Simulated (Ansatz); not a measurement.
Is this Si₄Ge₂Ir structure a true minimum?

The cell was found from a proposed guess, not taken from experiment.

Computed with DFT PBE, scalar-relativistic, plane waves, PAW (Ansatz). Settings: cutoff 420 eV, Γ-centred mesh 12×12×4 on the computed 7-atom cell, Gaussian smearing of 0.10 eV; no spin polarisation.

The cell below (7 atoms, space group P-3m1 (No. 164)) is relaxed within its symmetry.

```
CELL_PARAMETERS angstrom
4.01054 0.00000 0.00000
-2.00527 3.47323 0.00000
0.00000 0.00000 10.23174
ATOMIC_POSITIONS crystal
Si 0.33333 0.66667 0.06759
Si 0.33333 0.66667 0.30080
Si 0.66667 0.33333 0.93241
Si 0.66667 0.33333 0.69920
Ge 0.00000 0.00000 0.37741
Ge 0.00000 0.00000 0.62259
Ir 0.00000 0.00000 0.00000
```

For the test it was strained at random (σ = 1.5 % a component), the atoms were moved at random (σ = 0.15 Å), and all was relaxed again on a coarse 6×6×2 mesh (in the run’s order of axes) with 0.20 eV smearing, with no symmetry imposed.

Spin–orbit coupling, which can matter for Ir, is left out.

**Question.** What happens?

**Answer.** It returns, within 1 meV/atom of the unmoved cell on that mesh and with the same symmetry when read at 0.1 Å. No instability shows in this cell; modes of other wave vectors, which need another repeat, aren't tested.
